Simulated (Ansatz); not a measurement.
Interlayer sliding in a free bilayer taken from bulk ZrS₂ (CdI2 type): the upper half of the atoms below is shifted in the plane.

```
CELL_PARAMETERS angstrom
      3.63482     0.00000     0.00000
      1.81741     3.14785     0.00000
      0.00000     0.00000    23.64054
ATOMIC_POSITIONS crystal
  S  0.66667 0.66667 0.31655
  Zr 0.00000 0.00000 0.37857
  S  0.33333 0.33333 0.44043
  S  0.66667 0.66667 0.55957
  Zr 0.00000 0.00000 0.62143
  S  0.33333 0.33333 0.68345
```

In-plane vectors a = (3.635, 0.000) Å, b = (1.817, 3.148) Å, area 11.44 Å². The shift is s times the vector a (length 3.635 Å), so s = 1 restores the start. Atoms relax along the normal only. γ = [E(shift) − E(0)] / area.

All values below come from PBE-D3(BJ) (plane waves to 420 eV, PAW, scalar-relativistic; Ansatz, a program for electronic structure). k mesh 10×10×1 (Γ-centred), Fermi-Dirac smearing 0.05 eV. E is the zero-smearing estimate. ZrS2 is run without spin polarisation. ZrS2 was relaxed with its symmetry unable to fall. γ is measured from zero shift.

```json
[
 {"s": "0.000", "γ (mJ/m²)": "0"},
 {"s": "0.083", "γ (mJ/m²)": "9"},
 {"s": "0.167", "γ (mJ/m²)": "30"},
 {"s": "0.250", "γ (mJ/m²)": "54"},
 {"s": "0.333", "γ (mJ/m²)": "72"},
 {"s": "0.417", "γ (mJ/m²)": "84"},
 {"s": "0.500", "γ (mJ/m²)": "87"},
 {"s": "0.583", "γ (mJ/m²)": "84"},
 {"s": "0.667", "γ (mJ/m²)": "72"},
 {"s": "0.750", "γ (mJ/m²)": "54"},
 {"s": "0.833", "γ (mJ/m²)": "30"},
 {"s": "0.917", "γ (mJ/m²)": "9"}
]
```

Task: Does γ have a local minimum between the ends of the line, and at which s?

Result: No computed point is one.

Task: By a periodic cubic spline through the points, what shear stress does the steepest rise of γ from s = 0 correspond to?

Result: 0.81 GPa. A slope of 1 mJ/m² per Å is 0.01 GPa.

(The slope of γ gives the shear force per area between the displaced halves; near zero shift its curvature is an elastic stiffness.)
